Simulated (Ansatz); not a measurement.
Starting cell, Cd (hcp, Mg type):

```
CELL_PARAMETERS angstrom
      5.92413     0.00000     0.00000
     -1.48103     2.56522     0.00000
      0.00000     0.00000     5.80108
ATOMIC_POSITIONS crystal
  Cd 0.16667 0.66667 0.75000
  Cd 0.66667 0.66667 0.75000
  Cd 0.33333 0.33333 0.25000
  Cd 0.83333 0.33333 0.25000
```

A phonon eigenvector at M = (0.5, 0.0, 0.0) is frozen into this cell: atom i moves by Q times the vector below, so Q is the largest atomic displacement, in Å. The cell is held. (q is in reciprocal vectors of the primitive cell; the cell shown is doubled to hold the pattern.)

```tsv
atom	x	y	z
Cd1	0.866	0.500	0.000
Cd2	-0.866	-0.500	0.000
Cd3	0.866	0.500	0.000
Cd4	-0.866	-0.500	0.000
```

Calculation: r2SCAN (plane waves to 500 eV, PAW, scalar-relativistic; Ansatz, an electronic-structure program). k mesh 9×18×8 (Γ-centred), Fermi-Dirac smearing 0.05 eV. The energy includes the smearing's −TS. With partly filled bands, energies and forces of such displacements shift with the k mesh and the smearing. Cd was relaxed with its symmetry unable to fall. The PAW data are Ansatz's earlier set. The zero of ΔE is the undisplaced structure. The last digit holds for this mesh only.

| Q (Å) | ΔE (meV/cell) |
|---|---|
| -0.180 | 699.2 |
| -0.150 | 472.4 |
| -0.120 | withheld |
| -0.090 | 163.0 |
| -0.060 | 71.4 |
| -0.030 | 17.6 |
| 0.000 | 0.0 |
| 0.030 | 17.6 |
| 0.060 | 71.4 |
| 0.090 | 163.0 |
| 0.120 | withheld |
| 0.150 | 472.4 |
| 0.180 | 699.2 |

Q: Fit an even polynomial form (powers 2, 4) to the given rows and predict ΔE at Q = 0.120.

A: Least squares on the 11 given rows: ΔE = (19650)·Q² + (59730)·Q⁴, in meV/cell with Q in Å; root-mean-square residual 0.11 meV/cell. At 0.120 the fit gives 295.3 meV/cell; the calculation gives 295.3 meV/cell, the same to the digits shown. The quadratic term alone would give 283.0 meV/cell.

(A displaced cell: forces are minus the slopes of the energy, force constants its curvatures, and phonons follow from these.)
